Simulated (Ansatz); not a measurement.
Relaxed GaN (wurtzite):

```
CELL_PARAMETERS angstrom
      3.18312     0.00000     0.00000
     -1.59156     2.75667     0.00000
      0.00000     0.00000     5.18363
ATOMIC_POSITIONS crystal
  Ga 0.66667 0.33333 0.00099
  Ga 0.33333 0.66667 0.50099
  N  0.66667 0.33333 0.62421
  N  0.33333 0.66667 0.12421
```

All values below come from r2SCAN (plane waves to 500 eV, PAW, scalar-relativistic; Ansatz, a first-principles code). k mesh 10×10×5 (Γ-centred), Fermi-Dirac smearing 0.05 eV. GaN was relaxed with its symmetry unable to fall.

One atom of the cell was then moved (with its periodic images), all else fixed, and the forces (eV/Å) came out as:

```tsv
atom	Fx	Fy	Fz
Ga1	0.019	0.023	-0.005
Ga2	-0.603	-0.736	-0.083
N3	0.521	0.653	0.073
N4	0.063	0.060	0.015
```

Q: Which atom was moved, and by which vector (Å)?

A: Ga2, by (0.05, 0.05, 0.00), 0.08 Å in all.

(A displaced cell: forces are minus the slopes of the energy, force constants its curvatures, and phonons follow from these.)
